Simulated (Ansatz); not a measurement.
MoS2:
```cif
data_MoS2
_chemical_formula_sum 'Mo1 S2'
_space_group_name_H-M_alt 'P 1'
_space_group_IT_number 1
_cell_length_a 6.48854
_cell_length_b 6.48854
_cell_length_c 6.48854
_cell_angle_alpha 28.334
_cell_angle_beta 28.334
_cell_angle_gamma 28.334
loop_
_space_group_symop_operation_xyz
  'x, y, z'
loop_
_atom_site_label
_atom_site_type_symbol
_atom_site_fract_x
_atom_site_fract_y
_atom_site_fract_z
_atom_site_occupancy
Mo1 Mo 0.00000 0.00000 0.00000 1
S1 S 0.74977 0.74977 0.74977 1
S2 S 0.58353 0.58353 0.58353 1
```

Relaxed with r²SCAN+D4.

Problem. Which orbitals make up the states near the band edges in the program Ansatz at the r²SCAN+D4 level (PAW)?

Solution. Top 1 eV of the valence band: Mo 4d 64 %, S 3p 32 %. Bottom 1 eV of the conduction band: Mo 4d 65 %, S 3p 30 %. Projections are on Löwdin-orthogonalised atomic valence shells; empty p or d shells of many metals are not among them.

Problem. Tabulate the density of states.

Solution. States/eV per cell of 3 atoms, in 0.25 eV bins, energy from the valence-band maximum.

| E (eV) | total | S 3p | Mo 4d | S 3s |
|---|---|---|---|---|
| -7.85 | 0.00 | 0.00 | 0.00 | 0.00 |
| -7.60 | 0.00 | 0.00 | 0.00 | 0.00 |
| -7.35 | 0.00 | 0.00 | 0.00 | 0.00 |
| -7.10 | 0.03 | 0.02 | 0.01 | 0.00 |
| -6.85 | 0.41 | 0.27 | 0.09 | 0.02 |
| -6.60 | 1.52 | 1.00 | 0.37 | 0.05 |
| -6.35 | 3.30 | 2.03 | 1.05 | 0.05 |
| -6.10 | 2.65 | 1.59 | 0.90 | 0.04 |
| -5.85 | 2.58 | 1.65 | 0.78 | 0.06 |
| -5.60 | 1.33 | 0.90 | 0.36 | 0.04 |
| -5.35 | 0.83 | 0.58 | 0.21 | 0.02 |
| -5.10 | 1.54 | 0.98 | 0.42 | 0.08 |
| -4.85 | 3.77 | 2.32 | 0.99 | 0.26 |
| -4.60 | 2.99 | 1.81 | 0.78 | 0.23 |
| -4.35 | 1.80 | 1.11 | 0.55 | 0.08 |
| -4.10 | 4.43 | 2.70 | 1.55 | 0.09 |
| -3.85 | 2.55 | 1.58 | 0.87 | 0.05 |
| -3.60 | 1.70 | 1.00 | 0.64 | 0.02 |
| -3.35 | 1.57 | 0.86 | 0.66 | 0.01 |
| -3.10 | 1.64 | 0.95 | 0.64 | 0.01 |
| -2.85 | 3.76 | 2.49 | 1.10 | 0.09 |
| -2.60 | 3.04 | 2.17 | 0.71 | 0.09 |
| -2.35 | 2.55 | 2.00 | 0.41 | 0.06 |
| -2.10 | 2.38 | 1.98 | 0.30 | 0.04 |
| -1.85 | 1.00 | 0.81 | 0.14 | 0.02 |
| -1.60 | 2.88 | 0.98 | 1.75 | 0.05 |
| -1.35 | 2.80 | 0.96 | 1.70 | 0.04 |
| -1.10 | 1.66 | 0.50 | 1.10 | 0.02 |
| -0.85 | 0.81 | 0.24 | 0.54 | 0.01 |
| -0.60 | 0.25 | 0.10 | 0.14 | 0.01 |
| -0.35 | 0.16 | 0.06 | 0.09 | 0.01 |
| -0.10 | 0.06 | 0.02 | 0.03 | 0.00 |
| 0.15 | 0.00 | 0.00 | 0.00 | 0.00 |
| 0.40 | 0.00 | 0.00 | 0.00 | 0.00 |
| 0.65 | 0.00 | 0.00 | 0.00 | 0.00 |
| 0.90 | 0.00 | 0.00 | 0.00 | 0.00 |
| 1.15 | 0.70 | 0.18 | 0.47 | 0.01 |
| 1.40 | 2.21 | 0.65 | 1.42 | 0.04 |
| 1.65 | 4.15 | 1.10 | 2.89 | 0.03 |
| 1.90 | 3.56 | 1.21 | 2.14 | 0.06 |
| 2.15 | 4.45 | 1.52 | 2.64 | 0.09 |
| 2.40 | 3.35 | 1.26 | 1.82 | 0.09 |
| 2.65 | 2.13 | 0.83 | 1.10 | 0.07 |
| 2.90 | 2.37 | 0.94 | 1.20 | 0.07 |
| 3.15 | 1.65 | 0.69 | 0.79 | 0.06 |
| 3.40 | 1.43 | 0.62 | 0.66 | 0.06 |
| 3.65 | 1.42 | 0.68 | 0.65 | 0.04 |
| 3.90 | 2.55 | 1.13 | 1.16 | 0.12 |
| 4.15 | 1.35 | 0.51 | 0.66 | 0.11 |
| 4.40 | 0.68 | 0.23 | 0.35 | 0.07 |
| 4.65 | 0.00 | 0.00 | 0.00 | 0.00 |
| 4.90 | 0.00 | 0.00 | 0.00 | 0.00 |
| 5.15 | 0.00 | 0.00 | 0.00 | 0.00 |
| 5.40 | 0.00 | 0.00 | 0.00 | 0.00 |
| 5.65 | 0.08 | 0.00 | 0.00 | 0.00 |
| 5.90 | 0.31 | 0.02 | 0.01 | 0.00 |

Space group R3m. The cell was relaxed with r²SCAN+D4 under the symmetry of its start; of distortions, only those at the zone centre were tested. No spin polarisation was allowed. Spin–orbit coupling is left out wherever it is not named.

Potentials: the later of the program's two PAW sets.
